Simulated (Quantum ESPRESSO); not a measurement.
## Band energies of NaHF₂

```
NaHF2
1.0
    1.73668     1.00267     4.59980
   -1.73668     1.00267     4.59980
    0.00000    -2.00535     4.59980
H F Na
1 2 1
Direct
  0.50000   0.50000   0.50000
  0.58266   0.58266   0.58266
  0.41734   0.41734   0.41734
  0.00000   0.00000   0.00000
```

norm-conserving PBEsol (Quantum ESPRESSO, 88 Ry, scalar-relativistic); path ΓLB1,BZΓX,QFP1Z,LP; energies in eV from the valence-band maximum.

| k (1/Å) | point | band 8 | band 9 | band 10 | band 11 | band 12 | band 13 | band 14 | band 15 |
|---|---|---|---|---|---|---|---|---|---|
| 0.00 | Γ | -0.50 | -0.50 | -0.23 | -0.23 | -0.22 | 6.91 | 13.20 | 14.36 |
| 0.53 |  | -1.10 | -0.58 | -0.46 | -0.27 | -0.22 | 8.41 | 13.49 | 15.06 |
| 1.07 | L | -1.61 | -0.66 | -0.51 | -0.40 | -0.32 | 11.05 | 11.80 | 15.17 |
| 1.67 |  | -1.30 | -1.05 | -0.77 | -0.35 | -0.33 | 12.34 | 12.40 | 13.74 |
| 1.79 | B1 | -1.20 | -1.12 | -0.86 | -0.34 | -0.31 | 12.38 | 12.68 | 13.49 |
| 1.79 | B | -1.20 | -1.12 | -0.86 | -0.34 | -0.31 | 12.38 | 12.68 | 13.49 |
| 2.22 |  | -1.09 | -1.05 | -0.86 | -0.30 | -0.13 | 10.37 | 11.46 | 14.61 |
| 2.77 |  | -1.14 | -0.72 | -0.71 | -0.02 | 0.00 | 8.73 | 9.81 | 16.23 |
| 2.88 | Z | -1.14 | -0.71 | -0.71 | 0.00 | 0.00 | 8.68 | 9.75 | 16.26 |
| 3.33 |  | -0.57 | -0.57 | -0.44 | -0.15 | -0.15 | 7.22 | 11.98 | 15.69 |
| 3.56 | Γ | -0.50 | -0.50 | -0.23 | -0.23 | -0.22 | 6.91 | 13.20 | 14.36 |
| 3.98 |  | -0.87 | -0.60 | -0.45 | -0.26 | -0.15 | 7.89 | 13.87 | 14.38 |
| 4.51 |  | -1.34 | -0.97 | -0.59 | -0.44 | -0.24 | 10.75 | 13.33 | 14.10 |
| 4.82 | X | -1.21 | -1.19 | -0.61 | -0.58 | -0.24 | 12.48 | 12.49 | 13.31 |
| 4.82 | Q | -1.21 | -1.19 | -0.61 | -0.58 | -0.24 | 12.48 | 12.49 | 13.31 |
| 4.93 |  | -1.25 | -1.12 | -0.66 | -0.57 | -0.21 | 12.29 | 12.71 | 13.25 |
| 5.37 | F | -1.38 | -0.84 | -0.80 | -0.57 | -0.12 | 11.96 | 12.14 | 13.61 |
| 5.62 | P1 | -1.34 | -0.99 | -0.81 | -0.38 | -0.15 | 11.75 | 12.16 | 13.01 |
| 6.09 |  | -1.09 | -0.98 | -0.76 | -0.22 | -0.06 | 9.61 | 10.70 | 15.38 |
| 6.56 | Z | -1.14 | -0.71 | -0.71 | 0.00 | 0.00 | 8.68 | 9.75 | 16.26 |
| 6.56 | L | -1.61 | -0.66 | -0.51 | -0.40 | -0.32 | 11.05 | 11.80 | 15.17 |
| 7.03 | P | -1.34 | -0.99 | -0.81 | -0.38 | -0.15 | 11.75 | 12.16 | 13.01 |

The PBEsol gap is indirect, 6.91 eV, from Z to Γ; the smallest direct gap is 7.13 eV.

Geometry relaxed with PBE+D3(BJ).
